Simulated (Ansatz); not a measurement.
## Trial structures of ZrGa2Se2: starts and ends

Theory: Ansatz, DFT PBE, scalar-relativistic, plane waves, PAW. All cells share a 420 eV cutoff and Γ-centred k meshes spaced at most about 0.3 Å⁻¹ (about 0.25 or finer for metals, 2π included). Collinear spin in cells that started with moments and kept them past the coarse steps, no spin elsewhere.

Each guess was relaxed in cell and atoms at zero pressure, within the symmetry of its start. These are static total energies at zero pressure. Coordination counts Se atoms around Ga and Zr (those within 1.25 times the shortest such distance or 1.15 times the sum of covalent radii; a plus sign parts nearer from farther groups; the shortest distance is added where it is long for a bond).

```tsv
guess	made from	start group	V start (Å³/atom)	end group	V end (Å³/atom)	coordination at the end	gap on mesh (eV)	largest moment (μB)	E over the lowest end (meV/atom)
1	random cell	P6/mmm	21.5	P6/mmm	23.0	Zr 6, Ga 2	0	-	433
2	SrCd2P2 type	P-3m1	22.5	P-3m1	23.6	Zr 6, Ga 3 from 3.2 Å	0	-	0
3	SmGe2Rh2 type	I4/mmm	20.9	I4/mmm	21.4	Zr 8, Ga 4	0	0.4	414
4	random cell	Cmmm	26.9	?	?	?	?	?	?
5	BaCo2As2 type	I4/mmm	20.8	I4/mmm	21.3	Zr 8, Ga 4 from 3.2 Å	0	-	101
```

Guess 4 as it starts:

```
CELL_PARAMETERS angstrom
2.94304 -3.31741 0.00000
2.94304 3.31741 0.00000
0.00000 0.00000 6.88200
ATOMIC_POSITIONS crystal
Zr 0.00000 0.00000 0.50000
Ga 0.00000 0.00000 0.82942
Ga 0.00000 0.00000 0.17058
Se 0.00000 0.50000 0.00000
Se 0.50000 0.00000 0.00000
```

Question: Fill in the missing row: what does this guess relax into, and where does it rank?

Answer: It ends in space group Cmmm (No. 65), with a = 5.333 Å, b = 6.659 Å, c = 9.146 Å, 32.5 Å³/atom and no gap, with moments up to 1.2 μB. It lies 1.26 eV/atom over the lowest end, above guess 1 and so the highest of the set. Counting Se atoms around Ga and Zr, this end has Zr 8+8 from 5.0 Å, Ga 4 and the lowest (guess 2) has Zr 6, Ga 3 from 3.2 Å.

```cif
data_structure
_symmetry_space_group_name_H-M 'P 1'
_symmetry_Int_Tables_number 1
_cell_length_a 4.2657
_cell_length_b 4.2657
_cell_length_c 9.1456
_cell_angle_alpha 90.000
_cell_angle_beta 90.000
_cell_angle_gamma 102.626
_cell_volume 162.39
loop_
_atom_site_label
_atom_site_type_symbol
_atom_site_fract_x
_atom_site_fract_y
_atom_site_fract_z
_atom_site_occupancy
Zr1 Zr 0.00000 0.00000 0.50000 1
Ga1 Ga 0.00000 0.00000 0.80833 1
Ga2 Ga 0.00000 0.00000 0.19167 1
Se1 Se 0.00000 0.50000 0.00000 1
Se2 Se 0.50000 0.00000 0.00000 1
```

The zero of energy is the elements' standard structures at the same level; no fitted shifts are applied.

Question: Is the lowest end bound against the elements?

Answer: Yes: its formation energy is −0.63 eV/atom. It lies below the elements, which doesn't yet make it stable against other compounds or structures.

The reference form of Se is held partly by dispersion forces, which this level lacks. Another magnetic order may lie lower. Cells relaxed within their symmetry can be saddle points. A lower structure may well exist outside this small set. Some types were kept out of the candidates beforehand, so the set may lack a known form.
